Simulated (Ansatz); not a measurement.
## Clamped-ion strain scan in Ge

These are results of DFT PBEsol, scalar-relativistic, plane waves, PAW (Ansatz), not measurements. Settings: plane waves to 420 eV, k-mesh 20×20×18 (Γ-centred), Gaussian smearing 0.15 eV. No spin polarisation. Energies are free energies at this smearing, counted from the undisturbed cell; pressure is positive in compression.

The undisturbed cell (as given, not relaxed at this level; it stands at -4.1 GPa; this form isn't the usual structure):

```
CELL_PARAMETERS angstrom
1.39715 -2.60052 0.00000
1.39715 2.60052 0.00000
0.00000 0.00000 2.69823
ATOMIC_POSITIONS crystal
Ge 0.50000 0.50000 0.00000
```

The cell is strained by ε times the Voigt pattern (1, 0, 0, 0, 0, 0) (xx, yy, zz, yz, xz, xy; engineering shear) with fractional coordinates fixed. The cell is metallic on the mesh throughout.

| ε | ΔE (meV/atom) | stress summed along the pattern (GPa, tension positive) | pressure (GPa) |
| --- | --- | --- | --- |
| -0.0600 | 12.7 | -7.67 | 1.0 |
| -0.0450 | 1.6 | -4.42 | -0.6 |
| -0.0300 | -3.7 | -1.49 | -1.9 |
| -0.0150 | -4.1 | 1.07 | -3.1 |
| 0.0000 | 0.0 | 3.31 | -4.1 |
| 0.0150 | 7.7 | 4.96 | -5.0 |
| 0.0300 | 18.0 | 6.18 | -5.8 |
| 0.0450 | 30.3 | 7.21 | -6.5 |
| 0.0525 | 37.1 | 7.69 | -6.8 |
| 0.0600 | 44.4 | 8.17 | -7.1 |